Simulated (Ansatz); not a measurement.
## Rb₂LiNb₂Te₂O₁₂: field gradients at two levels of theory

Cell: a Materials Project structure (computed, not necessarily an observed phase).

```cif
data_Rb2LiNb2Te2O12
_symmetry_space_group_name_H-M 'Cm'
_symmetry_Int_Tables_number 8
_cell_length_a 12.9526
_cell_length_b 7.5099
_cell_length_c 7.5167
_cell_angle_alpha 90.000
_cell_angle_beta 125.061
_cell_angle_gamma 90.000
loop_
_atom_site_label
_atom_site_type_symbol
_atom_site_symmetry_multiplicity
_atom_site_Wyckoff_symbol
_atom_site_fract_x
_atom_site_fract_y
_atom_site_fract_z
Rb1 Rb 2 a 0.6449 0.0000 0.4182
Rb2 Rb 2 a 0.4247 0.0000 0.7776
Li Li 2 a 0.2642 0.0000 0.2640
Nb Nb 4 b 0.7442 0.7531 0.9765
Te6 Te 2 a 0.9880 0.0000 0.4800
Te7 Te 2 a 0.9971 0.0000 0.9913
O8 O 2 a 0.0653 0.0000 0.3037
O9 O 2 a 0.6811 0.0000 0.9246
O10 O 4 b 0.3749 0.6865 0.9263
O11 O 4 b 0.3636 0.3057 0.3043
O14 O 2 a 0.9262 0.0000 0.6797
O15 O 2 a 0.3085 0.0000 0.0530
O16 O 4 b 0.6252 0.3186 0.0680
O17 O 4 b 0.6215 0.6896 0.6724
```

One atom of each set is listed; the run and its k-mesh use a cell of 19 atoms with edges of 7.49, 7.49, 7.52 Å.

First run. The numbers come from a DFT calculation in Ansatz (PBE, plane waves and PAW, scalar-relativistic, 420 eV cutoff, Γ-centred 5×5×5 k-points, Fermi–Dirac smearing 0.05 eV).

| site | V_zz (10²¹ V/m²) | η |
| --- | --- | --- |
| Rb1 | 1.86 | 0.39 |
| Rb2 | 8.74 | 0.05 |
| Li | 0.17 | 0.16 |
| Nb | 6.35 | 0.54 |
| Te6 | 9.04 | 0.42 |
| Te7 | -3.56 | 0.26 |
| O8 | 14.31 | 0.62 |
| O9 | -1.30 | 0.19 |
| O10 | 10.53 | 0.12 |
| O11 | 11.15 | 0.20 |
| O14 | 15.16 | 0.40 |
| O15 | -1.87 | 0.05 |
| O16 | 10.94 | 0.09 |
| O17 | 8.59 | 0.17 |

Second run. The same atoms and settings, except that the functional is PBEsol and the mesh is 6×6×6.

**Question.** Given the first result, estimate the second.

**Answer.** 

```
site   V_zz     η  change of V_zz
 Rb1   1.91  0.36           +0.05
 Rb2   8.40  0.06           -0.34
  Li   0.17  0.15            0.00
  Nb   6.38  0.55           +0.03
 Te6   8.97  0.40           -0.07
 Te7  -3.46  0.26           +0.10
  O8  14.15  0.62           -0.16
  O9  -1.23  0.40           +0.07
 O10  10.36  0.12           -0.17
 O11  11.01  0.19           -0.14
 O14  14.97  0.40           -0.19
 O15  -1.83  0.05           +0.04
 O16  10.78  0.09           -0.16
 O17   8.46  0.17           -0.13
```

The largest change of V_zz is on Rb2, from 8.74 to 8.40. In per cent, |V_zz| changes by -4 on Rb, 0 on Nb, -3 to -1 on Te, -2 to -1 on O (all sites that start above 2). Where |V_zz| stays above 0.1, η moves most on O9, from 0.19 to 0.40.

Without spin–orbit coupling the gradients at and beside Te can be off by some per cent, at some sites by more. Semilocal functionals can leave a metal where correlation in the d or f shell opens a gap in the real compound, and that would change the values at and beside Nb.
For the first run: The largest force is 0.6 eV/Å, so the atoms aren't at the calculated equilibrium and relaxing them would move these values. A computed database structure should lie near equilibrium, so this entry is doubtful. With these PAW files V_zz is typically within 2 to 3 % of all-electron values, but misses above 10 % occur on Li.
For the second run: At this cell the PBEsol pressure is -5 GPa, so with PBEsol the cell would shrink if it were relaxed. The largest force is 0.6 eV/Å, so the atoms aren't at the calculated equilibrium and relaxing them would move these values.
